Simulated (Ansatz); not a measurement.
GaN:
```
GaN
1.0
    3.18260     0.00000     0.00000
   -1.59130     2.75621     0.00000
    0.00000     0.00000     5.18538
Ga N
2 2
Cartesian
  1.59130   0.91874   0.00470
  0.00000   1.83748   2.59739
  1.59130   0.91874   3.23719
  0.00000   1.83748   0.64450
```

Tensor components refer to the Cartesian frame of this cell.

Task: Give the proper piezoelectric stress tensor with relaxed ions from PBEsol (plane waves, PAW; program Ansatz).

Result: In C/m², rows x, y, z, Voigt columns; mesh uncertainty up to 0.00.
```
 0.00   0.00   0.00   0.00   0.30   0.00
 0.00   0.00   0.00   0.30   0.00   0.00
 0.43   0.43  -0.76   0.00   0.00   0.00
```

The elastic tensor of the same run (GPa):

```
 344   128  92.8   0.0   0.0   0.0
 128   344  92.8   0.0   0.0   0.0
92.8  92.8   382   0.0   0.0   0.0
 0.0   0.0   0.0  91.6   0.0   0.0
 0.0   0.0   0.0   0.0  91.6   0.0
 0.0   0.0   0.0   0.0   0.0   108
```

Task: Convert to strain constants d = e·S.

Result: In pC/N:
```
 0.0   0.0   0.0   0.0   3.2   0.0
 0.0   0.0   0.0   3.2   0.0   0.0
 1.4   1.4  -2.7   0.0   0.0   0.0
```

Space group P6_3mc (wurtzite). The cell was relaxed with PBEsol under the symmetry of its start.

Potentials: the later of the program's two PAW sets.
